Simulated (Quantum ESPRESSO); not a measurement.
Band energies of VBiO₄

```
VBiO4
1.0
   -3.65076     3.65076     3.21904
    3.65076    -3.65076     3.21904
    3.65076     3.65076    -3.21904
O V Bi
8 2 2
Cartesian
  2.32531   3.65076   1.09911
  3.65076  -1.32544   2.70863
  1.32544   0.00000   4.31815
  3.65076   1.32544   2.70863
  2.32531   0.00000   0.51041
  0.00000   1.32544   2.11993
  4.97620   0.00000   0.51041
  3.65076   2.32531  -1.09911
  3.65076   0.00000   1.60952
  0.00000   0.00000   3.21904
  0.00000   0.00000   0.00000
  0.00000   3.65076   1.60952
```

PBEsol (pw.x of Quantum ESPRESSO, ONCV potentials, scalar-relativistic); path ΓXMΓZPNZ1M,XP; energies in eV from the valence-band maximum.

```
k (1/Å)  point  band 48  band 49  band 50  band 51  band 52  band 53  band 54  band 55
-------  -----  -------  -------  -------  -------  -------  -------  -------  -------
0.00         Γ    -1.00    -0.91    -0.77    -0.77    -0.51     2.94     3.48     3.52
0.20              -0.94    -0.90    -0.81    -0.66    -0.56     2.95     3.40     3.50
0.41              -0.98    -0.89    -0.77    -0.73    -0.57     3.01     3.24     3.46
0.61         X    -1.33    -0.85    -0.85    -0.61    -0.61     3.12     3.12     3.42
0.81              -1.32    -0.92    -0.92    -0.62    -0.62     3.13     3.13     3.41
1.22         M    -1.18    -1.04    -1.04    -0.76    -0.76     3.33     3.33     3.48
1.39              -1.13    -1.12    -0.96    -0.78    -0.67     3.18     3.26     3.38
1.56              -1.02    -1.02    -0.80    -0.78    -0.69     3.09     3.17     3.45
1.73              -0.94    -0.89    -0.85    -0.70    -0.65     2.99     3.27     3.47
2.08         Γ    -1.00    -0.91    -0.77    -0.77    -0.51     2.94     3.48     3.52
2.25              -1.08    -0.96    -0.84    -0.84    -0.51     2.99     3.27     3.35
2.42              -1.07    -1.04    -1.04    -0.68    -0.53     2.99     3.04     3.14
2.60              -1.27    -1.27    -1.21    -0.63    -0.17     2.61     3.22     3.30
2.94         Z    -1.10    -1.05    -1.05    -1.05    -0.40     2.98     3.47     3.49
3.12              -1.26    -1.09    -0.93    -0.89    -0.20     2.71     3.37     3.38
3.30              -1.21    -1.03    -0.77    -0.71    -0.18     2.61     3.24     3.27
3.48              -1.19    -0.91    -0.73    -0.48    -0.22     2.63     2.97     3.21
3.66         P    -1.20    -0.80    -0.80    -0.30    -0.30     2.75     2.75     3.21
3.88              -1.21    -0.96    -0.68    -0.55    -0.20     2.60     2.95     3.19
4.09         N    -1.22    -1.07    -0.80    -0.64    -0.18     2.58     3.07     3.20
4.24              -1.21    -1.09    -0.84    -0.67    -0.14     2.56     3.18     3.22
4.38              -1.23    -1.10    -0.92    -0.77    -0.10     2.57     3.27     3.40
4.67        Z1    -1.10    -1.05    -1.05    -1.05    -0.40     2.98     3.47     3.49
4.67         M    -1.18    -1.04    -1.04    -0.76    -0.76     3.33     3.33     3.48
5.27         X    -1.33    -0.85    -0.85    -0.61    -0.61     3.12     3.12     3.42
5.44              -1.28    -0.83    -0.83    -0.54    -0.54     3.04     3.04     3.34
5.76         P    -1.20    -0.80    -0.80    -0.30    -0.30     2.75     2.75     3.21
```

The PBEsol gap is 2.52 eV; at least one edge lies off the plotted path, at a point of the SCF mesh. The smallest direct gap is 2.52 eV. Another conduction extremum on the path lies within 0.02 eV, too close to call.

Spin-orbit coupling is left out; with 6p states at a band edge it can lower the gap by many tenths of an eV, most of a small gap. The 3d shell has no Hubbard U; the runs are without spin polarisation, and magnetic order was not tried.

Geometry of the Materials Project entry, not relaxed at this level.
